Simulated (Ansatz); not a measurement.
AlMo$_{2}$C:
```xyz
8
Lattice="2.9965 0.0000 0.0000 -1.4983 2.5950 0.0000 0.0000 0.0000 13.3995" Properties=species:S:1:pos:R:3 pbc="T T T"
Al     1.4983     0.8650     3.3499
Al     0.0000     1.7300    10.0496
Mo     1.4983     0.8650    12.2065
Mo     0.0000     1.7300     1.1930
Mo     0.0000     1.7300     5.5067
Mo     1.4983     0.8650     7.8927
C      0.0000     0.0000     0.0000
C      0.0000     0.0000     6.6997
```

Relaxed with PBEsol. Special points in fractions of this cell's reciprocal vectors: Γ (0.000, 0.000, 0.000); M (0.500, 0.000, 0.000); K (0.333, 0.333, 0.000); A (0.000, 0.000, 0.500); L (0.500, 0.000, 0.500); H (0.333, 0.333, 0.500).

Q: List the band energies nearest the Fermi level at these points for DFT-PBEsol with spin–orbit coupling in the program Ansatz with PAW potentials.

A: In eV from the Fermi level; about four levels below and three above (degenerate sets whole), none deeper than 8.9 eV; points with the same levels are listed once.

```
k                    below                                    above
-  -----------------------  ---------------------------------------
Γ  -0.20 -0.20 -0.13 -0.13                      0.78 0.78 0.78 0.78
M  -2.15 -2.15 -2.10 -2.10                      0.15 0.15 0.36 0.36
K  -2.33 -2.33 -1.47 -1.47                      0.39 0.39 0.48 0.48
A  -0.18 -0.18 -0.18 -0.18  0.83 0.83 0.83 0.83 0.83 0.83 0.83 0.83
L  -2.11 -2.11 -2.11 -2.11                      0.46 0.46 0.46 0.46
H  -2.01 -2.01 -1.97 -1.97                      0.31 0.31 0.35 0.35
```

Space group P6_3/mmc. The start of the workflow was typed in or built on a structure type; neither database checked (COD, Materials Project) lists it. Whether it is the stable phase at ambient conditions was not checked. Symmetry was held in the PBEsol relaxation; whether a distortion lowers the energy is not shown. The run is not spin-polarised.

Potentials: the earlier of the program's two PAW sets. The files were generated under PBE; for other functionals the program regenerates the frozen cores, and for LDA and PBEsol the local potential too.
